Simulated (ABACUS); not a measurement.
Set-up for a self-consistent single point of Zr₃Sc (P6_3/mmc, 8 atoms in the cell; from Materials Project mp-1188062).

```xyz
8
Lattice="6.5200 0.0000 0.0000 -3.2600 5.6465 0.0000 0.0000 0.0000 5.1277" Properties=species:S:1:pos:R:3 pbc="T T T"
Zr    -1.6243     4.7021     1.2819
Zr     4.8843     0.9444     3.8458
Zr     1.6357     0.9444     3.8458
Zr     1.6243     4.7021     1.2819
Zr     0.0000     1.8888     1.2819
Zr     3.2600     3.7577     3.8458
Sc     0.0000     3.7643     3.8458
Sc     3.2600     1.8822     1.2819
```

All values come from this method and carry its errors: PBEsol, numerical atomic orbitals TZP (confined pseudo-atomic orbitals; energy shift 0.003 Ry), PseudoDojo 0.4 standard norm-conserving PBEsol (tails mended) pseudopotentials (ABACUS 3.10.1).

ABACUS settings:

| key | value |
|---|---|
| basis | TZP numerical atomic orbitals, energy shift 0.003 Ry |
| KPT | Gamma 3 3 3 0 0 0 |
| basis_type | lcao |
| dft_functional | PBESOL |
| ecutwfc | 100 Ry |
| smearing_method | fd |
| smearing_sigma | 0.00999582 Ry |
| potentials | PseudoDojo 0.4 standard norm-conserving PBEsol (tails mended) |
| symmetry | 1 |
| symmetry_prec | 1e-05 |
| ks_solver | scalapack_gvx |
| scf_nmax | 100 |
| scf_thr | 1.0e-07 |
| mixing_type | broyden |

Results:

- Number of valence electrons = 94
- Number of bands = 57
- Number of k-points after the program's reduction = 6
- Size of the basis = 200
- Number of SCF iterations = 10
- Free energy E − TS = -10889.4869 eV
- Fermi level (on the code's own zero) = 12.68 eV
- Pressure = -3.70 GPa

Stress (GPa, positive for compression):
```
-3.69   0.00   0.00
 0.00  -3.69   0.00
 0.00   0.00  -3.71
```

The atom-centred basis is finite, which shifts total energies and pressures against plane waves. The structure comes from a collection of computed structures, made at another level of theory; the collection holds predicted forms beside known ones. No clean gap shows at this smearing width and mesh (spacing up to 0.41 Å⁻¹); the mesh is coarse for partly filled bands, so the values carry mesh errors.

Cost on one core: around 3 core-minutes (rough).

The atomic orbitals were generated for these runs; they are not ABACUS's published sets and were checked against plane waves on a few crystals only.

“Tails mended”: in these copies of the files the far tail of each local potential was reset to the Coulomb form.
